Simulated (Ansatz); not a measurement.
ScMo3C (anti-perovskite), relaxed with PBE (Ansatz, an electronic-structure program, plane waves, PAW): a = b = c = 4.227 Å, α = β = γ = 90.00°.

```
Property              Value
--------------------  -----
ΔH_f (eV/atom)         0.04
B₀ by P(V) fit (GPa)    212
```

The same phase is relaxed and computed with r²SCAN in the same code. What are the cell and these values now?

a = b = c = 4.2166 Å, α = β = γ = 90.00°.

- ΔH_f (eV/atom) = 0.06
- B₀ by P(V) fit (GPa) = 222

Typed or built starts, not in the databases checked: ScMo3C, anti-perovskite. All cells were relaxed under the symmetry of their starts (and spin orders); stability against distortions was not tested throughout. Rows with no word on spin ran without spin polarisation. Scalar-relativistic: spin–orbit coupling is off unless named, which matters more the heavier the elements.

Potentials: the later of the program's two PAW sets.

Ansatz is a plane-wave DFT program.

Formation energies count from the lowest solids of the elements computed at the same level, not from gases.
